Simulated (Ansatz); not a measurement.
Starting cell, Zn (hcp, Mg type):

```yaml
crystal:
  lattice:
    - [2.64679, 0.00000, 0.00000]
    - [-1.32339, 2.29218, 0.00000]
    - [0.00000, 0.00000, 4.67938]
  atoms:
    - { symbol: Zn, position: [0.33333, 0.66667, 0.75000] }
    - { symbol: Zn, position: [0.66667, 0.33333, 0.25000] }
```

In this cell atom 1 (Zn, nearest neighbour Zn at 2.647 Å; its periodic images, 2.6 Å or more away, move with it) is moved by s along Cartesian x, unit vector (1.000, 0.000, 0.000); all other atoms and the cell stay fixed.

The numbers are results of r2SCAN (plane waves to 500 eV, PAW, scalar-relativistic; Ansatz, a program for electronic structure), not measurements. k mesh 16×16×8 (Γ-centred), Fermi-Dirac smearing 0.05 eV. Energies are smeared free energies. Stress and pressure are positive under compression. With partly filled bands, energies and forces of such displacements shift with the k mesh and the smearing. F⊥ is the part of the force across the line. On this mesh the relaxed cell isn't quite at rest: it carries a pressure of 0.2 GPa (compression positive) at the zero of the scan. Zn was relaxed with its symmetry unable to fall. The zero of ΔE is the undisplaced structure.

| s (Å) | |F⊥| (eV/Å) | ΔE (meV/cell) | P (GPa) |
|---|---|---|---|
| -0.530 | 0.248 | 103 | 2.3 |
| -0.424 | 0.167 | 69 | 1.6 |
| -0.318 | ? | ? | 1.1 |
| -0.212 | 0.046 | ? | 0.6 |
| -0.106 | 0.012 | 5 | 0.3 |
| 0.000 | 0.000 | 0 | 0.2 |
| 0.106 | 0.012 | 5 | 0.3 |
| 0.212 | 0.046 | ? | 0.6 |
| 0.318 | ? | ? | 1.1 |
| 0.424 | 0.167 | 69 | 1.6 |
| 0.530 | 0.248 | 103 | 2.3 |

**Question.** Some entries are withheld; supply them.

**Answer.** 
- -0.318, |F⊥| (eV/Å): 0.099
- -0.318, ΔE (meV/cell): 40
- -0.212, ΔE (meV/cell): 18
- 0.212, ΔE (meV/cell): 18
- 0.318, |F⊥| (eV/Å): 0.099
- 0.318, ΔE (meV/cell): 40

(For displaced atoms, the force is minus the slope of the energy, and its curvature is a force constant, which sets phonon frequencies.)
